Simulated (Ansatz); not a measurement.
## ScSi2 (AlB2-type structure)

The computed numbers are results of PBE, scalar-relativistic (no spin polarisation) in the plane-wave PAW code Ansatz at 420 eV, 10×10×10 k-mesh, Gaussian smearing of 0.05 eV. The datasets are Ansatz's generated set soft_2.

```
CELL_PARAMETERS angstrom
4.03346 0.00000 0.00000
-2.01673 3.49308 0.00000
0.00000 0.00000 3.63092
ATOMIC_POSITIONS crystal
Sc 0.00000 0.00000 0.00000
Si 0.33333 0.66667 0.50000
Si 0.66667 0.33333 0.50000
```

The Crystallography Open Database holds a cell of this formula and space group, from which this one stands far in volume, proportions or bonds. The database's entry of this formula in the relaxed cell's space group, P6/mmm, has axes of 3.662 × 3.662 × 3.879 Å and 15.02 Å³/atom (1994), the relaxed one 4.033 × 4.033 × 3.631 Å and 17.05.

The run above is the reference. The same cell was run again with other input settings; several of them aren't fit for production, so the rows show the settings' effect and aren't properties of the material.

```tsv
keys changed	outcome	ΔE (meV/atom)	P (GPa)	gap on the mesh (eV)	cell moment (μB)	largest force component (eV/Å)	SCF iterations	rough core-seconds	new warnings
none (reference)	converged	0.0	0.0	metal	–	0.000	–	–	–
basis.ecutwfc: 420 → "300 eV"	converged	19.7	-0.1	metal	–	0.000	6	2	cutoff below recommended
kpoints.mp_grid.grid: [10, 10, 10] → [7, 7, 7]; basis.ecutrho_ratio: 4 → 6; scf.occupations.method: "gaussian" → "methfessel_paxton"; scf.occupations.width: 0.05 → 0.3	converged	9.2	-0.6	metal	–	0.000	6	2.3	–
basis.xc_grid: 2; hamiltonian.xc: "pbe" → "rpbe"; basis.ecutwfc: 420 → "800 eV"	converged	–	2.2	metal	–	0.000	6	8	–
hamiltonian.hubbard: {"sites": [{"species": "Sc", "l": "d", "u_eff": 8.0}], "double_counting": "fll"}; kpoints.mp_grid.grid: [10, 10, 10] → [3, 3, 3]; scf.convergence.dr2_threshold: 1e-08	converged	–	11.0	metal	–	0.000	10	1.4	filled band counts differ across k points; stress scf threshold loose
accuracy: "low"	converged	0.0	0.0	metal	–	0.000	6	4	–
basis.ecutrho_ratio: 4 → 9	converged	0.0	0.0	metal	–	0.000	6	3	–
```

These changes also left energy (to 0.1 meV/atom), pressure, gap, moment and forces as in the reference: scf.lower_state_search: "standard"; scf.n_extra_bands: 1.

ΔE is the energy with the smearing extrapolated to zero. It is left out where the change alters the Hamiltonian or the spin treatment. The varied runs start from atomic densities (corrected by the program's trained start where that serves), with the default search for lower states unless a row changes it.

Problem. What happens with these changes: hamiltonian.hubbard: {"sites": [{"species": "Sc", "l": "d", "u_eff": 3.0}], "double_counting": "fll"}?

Solution. outcome converged, P (GPa) 3.4, gap on the mesh (eV) metal, largest force component (eV/Å) 0.000, SCF iterations 7, rough core-seconds 5, new warnings filled band counts differ across k points.

1 further run (cut off, refused for memory, with changed atoms or starts, or in doubt) is left out.

Of the reference: The cell is a metal with an odd number of electrons, and spin polarisation wasn't tried.
